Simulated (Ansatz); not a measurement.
Values for one crystal, relaxed and computed with PBEsol (plane waves, PAW; program Ansatz); other levels are named.

Volume per atom: 10.41 Å³
Electronic character: metallic (no gap)
Young's modulus: 194 GPa
Bulk modulus (Birch–Murnaghan fit): 222 GPa
Debye temperature from the elastic constants: 452 K
Zone-centre stability: no imaginary mode at Γ
Pressure derivative B′: 4.6

Question: Which compound is it?
A. HfC, CsCl type
B. InGa3Sb3As, Pmm2 (Pearson symbol oP8)
C. ReC, CsCl type
D. GaNi3C, anti-perovskite

Answer: D, GaNi3C, anti-perovskite

Space group Pm-3m (anti-perovskite). A made-up cell: these elements were put on the sites of a structure type; the Crystallography Open Database copy checked does not list it. Its standing as an ambient phase is unchecked. Symmetry was held in the PBEsol relaxation. The workflow began spin-polarised and lost its moments. As this level gives no gap, shear constants depend on the k-mesh and smearing (Fermi–Dirac, 0.1 eV here). Spin–orbit coupling is left out wherever it is not named.

Potentials: the earlier of the program's two PAW sets. The files were generated under PBE; for other functionals the program regenerates the frozen cores, and for LDA and PBEsol the local potential too.
